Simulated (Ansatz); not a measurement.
Notes on K2NaRhF6

```
CELL_PARAMETERS angstrom
0.00000 4.21505 4.21505
4.21505 0.00000 4.21505
4.21505 4.21505 0.00000
ATOMIC_POSITIONS crystal
K 0.25000 0.25000 0.25000
K 0.75000 0.75000 0.75000
F 0.76200 0.23800 0.23800
F 0.23800 0.76200 0.23800
F 0.23800 0.76200 0.76200
F 0.76200 0.23800 0.76200
F 0.23800 0.23800 0.76200
F 0.76200 0.76200 0.23800
Rh 0.00000 0.00000 0.00000
Na 0.50000 0.50000 0.50000
```

Single point in Ansatz 0.2.0 with r2SCAN, no spin polarisation. Cutoff 500 eV, PAW datasets, 5×5×5 Γ-centred k mesh, methfessel-paxton filling (width 0.063 eV).

Problem. Which atom feels the largest force, and which way?

Solution. The largest is on F5 (and as large on other atoms): 0.43 eV/Å, components (0.43, 0.00, 0.00). It makes 0° with the line to a nearest neighbour, Rh9 at 2.01 Å, pointing towards it.

Problem. Describe some of the short contacts.

Solution. F–Rh at 2.01 Å: least valence density 0.63 e/Å³ and ELF 0.10 there. F–Na at 2.21 Å: least valence density 0.15 e/Å³ and ELF 0.02 there, a closed-shell (ionic or weak) contact. K–F at 2.98 Å: least valence density 0.05 e/Å³ and ELF 0.01 there, a closed-shell (ionic or weak) contact. These are pseudo-fields; inside the PAW spheres they differ from the all-electron ones.

Problem. Is there a gap, and of what kind?

Solution. The gap is 2.50 eV, direct at the points sampled.

Problem. What is the formation energy?

Solution. -2.64 eV an atom against the elements' usual phases (free molecules for gases, crystals otherwise, with no correction for O₂ or N₂), so it is bound against them; other compounds may still compete. Relaxing would lower it.

Problem. Which orbitals make up the band edges?

Solution. Within 0.7 eV of the edges, the states project mainly on Rh d (73 %) and F p (25 %) below the gap and on Rh d (66 %) and F p (29 %) above it.

Origin: a database entry at a rescaled volume.
